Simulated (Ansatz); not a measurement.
## BN (P6_3/mmc), stationary points along a deformation path

Level of theory: Ansatz 0.2.0, DFT LDA, scalar-relativistic, plane waves, PAW. The runs took a 420 eV cutoff, a Γ-centred 12×12×4 mesh and Gaussian smearing (0.05 eV). No spin polarisation. Energies are free energies at this smearing, counted from the undisturbed cell; pressure is positive in compression.

Zero of the scan (as given, not relaxed at this level; it stands at -4.6 GPa):

```
B N
1.0
     2.50399    0.00000    0.00000
    -1.25200    2.16852    0.00000
     0.00000    0.00000    6.66120
B N
2 2
Direct
  0.33333 0.66667 0.25000
  0.66667 0.33333 0.75000
  0.33333 0.66667 0.75000
  0.66667 0.33333 0.25000
```

The cell holds layers and no dispersion correction was added, so their binding is poorly described.

At fixed volume and fractional coordinates, lengths along (0.000, 0.000, 1.000) are scaled against those across it; ρ is that ratio over its starting value. V = 9.043 Å³/atom. Δσ is the stress along the axis less the mean stress across it (compression positive).

| ρ | ΔE (meV/atom) | Δσ (GPa) | space group |
| --- | --- | --- | --- |
| 0.800 | 356.3 | 74.24 | P6_3/mmc |
| 0.850 | 204.4 | 58.58 | P6_3/mmc |
| 0.920 | 64.6 | 34.68 | P6_3/mmc |
| 0.960 | 20.3 | 20.44 | P6_3/mmc |
| 1.000 | 0.0 | 5.94 | P6_3/mmc |
| 1.050 | 5.8 | -12.49 | P6_3/mmc |
| 1.100 | 43.9 | -31.17 | P6_3/mmc |
| 1.200 | 207.2 | -69.28 | P6_3/mmc |
| 1.300 | 473.5 | -108.25 | P6_3/mmc |

How does the stress give the slope of the energy, and where is the energy stationary?

Along the path d ln(length) is 2/3 d ln ρ on the axis and −1/3 d ln ρ across it, so dE/d ln ρ = −(2/3) V Δσ: the energy falls with ρ where Δσ is positive. Δσ vanishes or changes sign between ρ = 1.000 and 1.050, a minimum (near 1.02 by linear interpolation). Pairs of stationary points between two samples would go unseen, and could change a minimum read from distant neighbours into a maximum.

Integrate that slope from ρ = 1 to 1.200 by the trapezoid rule.

With V/N in Å³ and 1 eV/Å³ = 160.2 GPa the slopes at ρ = 1.000, 1.050, 1.100, 1.200 are -223, 470, 1173, 2607 meV/atom per unit of ln ρ. The steps add 6.0 + 38.2 + 164.4 = 208.7 meV/atom, against 207.2 from the energies; the trapezoid rule misses the curvature of the slope within each step.